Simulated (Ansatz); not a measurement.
Method: DFT PBE, scalar-relativistic, plane waves, PAW (Ansatz 0.2.0). Settings: cutoff 420 eV, Γ-centred meshes spaced at most about 0.3 Å⁻¹, and about 0.25 Å⁻¹ or finer for metals (2π included), Gaussian smearing. Collinear spin in cells that started with moments and kept them past the coarse steps, no spin elsewhere.

All energies are static (0 K, no zero-point motion). All come from trial cells, and lower structures may exist.

Question: These unrelaxed guesses for MnAlC₄N₄ are each relaxed within their symmetry. Order them by the energy at which they end, lowest first.
1.

Space group P-43m (No. 215). a = 5.855 Å, b = 5.855 Å, c = 5.855 Å, α = 90.00°, β = 90.00°, γ = 90.00°
```tsv
atom	site	symmetry	x	y	z
Mn	1a	-43m	0.0000	0.0000	0.0000
Al	1b	-43m	0.5000	0.5000	0.5000
C	4e	.3m	0.1911	0.1911	0.1911
N	4e	.3m	0.3065	0.3065	0.3065
```

2.

Space group P4/mmm (No. 123). a = 7.177 Å, b = 7.177 Å, c = 4.284 Å, α = 90.00°, β = 90.00°, γ = 90.00°
| atom | site | symmetry | x | y | z |
| --- | --- | --- | --- | --- | --- |
| Mn | 1c | 4/mmm | 0.5000 | 0.5000 | 0.0000 |
| Al | 1a | 4/mmm | 0.0000 | 0.0000 | 0.0000 |
| C | 4j | m.2m | 0.1847 | 0.8153 | 0.0000 |
| N | 4j | m.2m | 0.3000 | 0.7000 | 0.0000 |

Answer: 1 (ends in P-43m, 0 meV/atom), 2 (ends in P4/mmm, 193 meV/atom). Even the lowest end lies +0.12 eV/atom against the elements.

In such compounds of Mn a zero gap at this level may well be an artefact, since no Hubbard U is applied. Another magnetic order may lie lower. Cells relaxed within their symmetry can be saddle points. Some structure types and database cells were kept out of the candidates from the start, so a known form may be missing.
